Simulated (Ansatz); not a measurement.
Here is the system:

C:
```xyz
8
Lattice="0.0000 3.7448 3.7448 3.7448 0.0000 3.7448 3.7448 3.7448 0.0000" Properties=species:S:1:pos:R:3 pbc="T T T"
C      3.2164     4.2732     3.2164
C      5.0888     6.1456     6.1456
C      3.2164     3.2164     4.2732
C      6.1456     5.0888     6.1456
C      4.2732     4.2732     4.2732
C      5.0888     5.0888     5.0888
C      4.2732     3.2164     3.2164
C      6.1456     6.1456     5.0888
```

This is the PBEsol-relaxed structure.

Q: All from PBEsol (plane waves, PAW; program Ansatz), unless another level is named. Estimate the band gap.

A: 2.25 eV (direct).

Q: Give the HSE06 gap on the PBEsol cell.

A: 3.20 eV.

Q: Give the electron effective mass, band 3 of 3 at the edge.

A: 0.15 along [100], 0.17 along [110], 0.23 along [111] (mₑ).

Space group Fd-3m. The start of the workflow was typed in or built on a structure type. Its sites differ from those of the usual phase in this space group: another stacking or structure type. Symmetry was held in the PBEsol relaxation; whether a distortion lowers the energy is not shown.

Potentials: the earlier of the program's two PAW sets. The files were generated under PBE; for other functionals the program regenerates the frozen cores, and for LDA and PBEsol the local potential too.
